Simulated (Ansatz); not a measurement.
ZrSiS (space group P4/nmm)

```xyz
6
Lattice="3.5189 0.0000 0.0000 0.0000 3.5189 0.0000 0.0000 0.0000 8.0287" Properties=species:S:1:pos:R:3 pbc="T T T"
Zr     0.0000     1.7594     5.8536
Zr     1.7594     0.0000     2.1751
Si     0.0000     0.0000     0.0000
Si     1.7594     1.7594     0.0000
S      1.7594     0.0000     4.9823
S      0.0000     1.7594     3.0464
```

Equation-of-state scan: isotropic scaling of the cell above, V₀ being its volume. The atoms relax within the cell's symmetry.

Method: PBEsol (plane waves to 420 eV, PAW, scalar-relativistic; Ansatz, an electronic-structure program). k mesh 13×13×6 (Γ-centred), Fermi-Dirac smearing 0.05 eV. Energies are smeared free energies. Stress and pressure are positive under compression. With the shape held, the modulus is that of even scaling; a crystal free to change shape is softer. ZrSiS is run without spin polarisation. ZrSiS was relaxed with its symmetry unable to fall. The zero of ΔE is the relaxed starting cell. The last digit holds for this mesh only.

```tsv
V (Å³/atom)	ΔE (meV/atom)
14.912	88.1
15.244	54.2
15.575	29.4
15.906	12.6
16.238	3.0
16.569	0.0
16.901	2.8
17.232	10.9
17.563	23.6
17.895	40.5
18.226	withheld
```

Problem. Fit a third-order Birch-Murnaghan form (E₀, V₀, B₀, B₀′ free) to the given rows and predict ΔE at V = 18.226.

Solution. Least squares on the 10 given rows: ΔE = E₀ + (9V₀B₀/16)·y²·[2 + (B₀′ − 4)y], y = (V₀/V)^(2/3) − 1, with V₀ = 16.570 Å³/atom, B₀ = 140.8 GPa (160.2 GPa = 1 eV/Å³; the term in eV is multiplied by 1000), B₀′ = 4.40, E₀ = 0.02 meV/atom; root-mean-square residual 0.04 meV/atom. At 18.226 the fit gives 61.3 meV/atom; the calculation gives 61.1 meV/atom, so the extrapolation is off by 0.2 (+0.3 %). For the pressure the fit gives -10.9 GPa against the computed -10.8 GPa.

(Under strain, the slope of the energy per volume gives the stress and its curvature an elastic modulus.)
